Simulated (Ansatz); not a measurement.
Sc:
```
Sc
1.0
    3.22960     0.00000     0.00000
   -1.61480     2.79691     0.00000
    0.00000     0.00000     4.98532
Sc
2
Direct
  0.33333   0.66667   0.75000
  0.66667   0.33333   0.25000
```

Relaxed with LDA. Special points in fractions of this cell's reciprocal vectors: Γ (0.000, 0.000, 0.000); M (0.500, 0.000, 0.000); K (0.333, 0.333, 0.000); A (0.000, 0.000, 0.500); L (0.500, 0.000, 0.500); H (0.333, 0.333, 0.500).

List the band energies nearest the Fermi level at these points for DFT-LDA in the program Ansatz with PAW potentials.

In eV from the Fermi level; about four levels below and three above (degenerate sets whole), none deeper than 8.9 eV; points with the same levels are listed once.

| k | below | above |
|---|---|---|
| Γ | -5.22 -1.75 | 1.00 1.64 1.64 |
| M | -1.65 -1.17 -0.79 -0.26 | 1.33 1.44 2.05 |
| K | -0.72 -0.72 -0.65 -0.61 | 1.09 1.09 2.31 |
| A | -3.56 -3.56 | 1.05 1.05 1.53 1.53 1.53 1.53 |
| L | -1.60 -1.60 | 0.10 0.10 1.50 1.50 |
| H | -0.44 -0.44 -0.19 -0.19 | 0.37 0.37 2.56 2.56 |

Space group P6_3/mmc (hcp (Mg type)). The cell was relaxed with LDA under the symmetry of its start. No spin polarisation was allowed.

Potentials: the later of the program's two PAW sets.
